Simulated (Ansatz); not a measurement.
BiTe:
```cif
data_Bi4Te4
_chemical_formula_sum 'Bi4 Te4'
_space_group_name_H-M_alt 'Fm-3m'
_space_group_IT_number 225
_space_group_name_Hall '-F 4 2 3'
_cell_length_a 6.46657
_cell_length_b 6.46657
_cell_length_c 6.46657
_cell_angle_alpha 90.000
_cell_angle_beta 90.000
_cell_angle_gamma 90.000
loop_
_atom_site_label
_atom_site_type_symbol
_atom_site_symmetry_multiplicity
_atom_site_Wyckoff_symbol
_atom_site_fract_x
_atom_site_fract_y
_atom_site_fract_z
_atom_site_occupancy
Bi1 Bi 4 a 0.00000 0.00000 0.00000 1
Te1 Te 4 b 0.50000 0.50000 0.50000 1
```
(The calculation used a cell of 2 atoms; values per cell refer to that cell.)

Relaxed with r²SCAN.

Problem. Tabulate the valence density and the electron localisation function along the shortest Bi–Te contact (3.23 Å), r²SCAN (plane waves, PAW; program Ansatz).

Solution. 

```
distance from Bi (Å)  density (e/Å³)   ELF
--------------------  --------------  ----
0.32                            6.55  0.08
0.48                            5.08  0.16
0.65                            3.33  0.33
0.81                            1.65  0.44
0.97                            0.76  0.44
1.13                            0.45  0.40
1.29                            0.29  0.39
1.45                            0.23  0.39
1.62                            0.22  0.44
1.78                            0.25  0.55
1.94                            0.32  0.64
2.10                            0.45  0.61
2.26                            0.65  0.53
2.42                            1.15  0.45
2.59                            3.01  0.29
2.75                            6.84  0.10
2.91                           11.75  0.01
```

The density is the valence pseudo-density with augmentation charge, so density and ELF within about 1 Å of a nucleus are not all-electron values.

The workflow started from an entry of the Crystallography Open Database (COD), which files this formula under 2 space groups. Its standing as an ambient phase is unchecked. The cell was relaxed with r²SCAN under the symmetry of its start; whether a distortion lowers the energy is not shown. Scalar-relativistic: spin–orbit coupling is off unless named, which matters more the heavier the elements.

Potentials: the later of the program's two PAW sets.
